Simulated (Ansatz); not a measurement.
Theory: DFT PBE, scalar-relativistic, plane waves, PAW (Ansatz 0.2.0). Settings of the last relaxation (6-atom cell): 420 eV, 6×6×10 k points, Gaussian smearing of 0.10 eV, no spin polarisation.

Energies over the elements count from the elements' standard structures at the same level (O₂ as a molecule), with no fitted energy shifts.

Question: Suggest a trial structure for a hexagonal metal made of Cd, Lu and O, with a formation energy near −0.43 eV/atom and about 18 Å³ per atom, in a cell of 6 atoms.

Answer: LuCd3O2, space group P6/mmm (No. 191). Around Lu lie 6 O at 3.40 Å, 12 Cd at 3.44 Å and 2 Lu at 3.56 Å; Cd is surrounded by 4 O at 2.46 Å, 4 Cd at 2.94 Å and 4 Lu at 3.44 Å; around O lie 6 Cd at 2.46 Å, 3 Lu at 3.40 Å and 5 O at 3.40–3.56 Å.

```cif
data_structure
_symmetry_space_group_name_H-M 'P 1'
_symmetry_Int_Tables_number 1
_cell_length_a 5.8852
_cell_length_b 5.8852
_cell_length_c 3.5559
_cell_angle_alpha 90.000
_cell_angle_beta 90.000
_cell_angle_gamma 120.000
_cell_volume 106.66
loop_
_atom_site_label
_atom_site_type_symbol
_atom_site_fract_x
_atom_site_fract_y
_atom_site_fract_z
_atom_site_occupancy
Lu1 Lu 0.00000 0.00000 0.00000 1
Cd1 Cd 0.50000 0.00000 0.50000 1
Cd2 Cd 0.00000 0.50000 0.50000 1
Cd3 Cd 0.50000 0.50000 0.50000 1
O1 O 0.66667 0.33333 0.00000 1
O2 O 0.33333 0.66667 0.00000 1
```

| Quantity | Value |
| --- | --- |
| Volume per atom | 17.78 Å³ |
| Density | 8.47 g/cm³ |
| Formation energy | −0.43 eV/atom |
| Gap on the 6×6×10 mesh of the 6-atom cell | 0 eV (a metal) |

The structure comes from a generated guess, relaxed at this level; another structure or a mixture of phases may lie lower. The answer needn't be unique; the calculation gave this one.

An odd number of electrons in the primitive cell allows no gap without spin; a larger cell or a magnetic state could open one. Symmetry constrained the relaxation, so the result can be a saddle point.
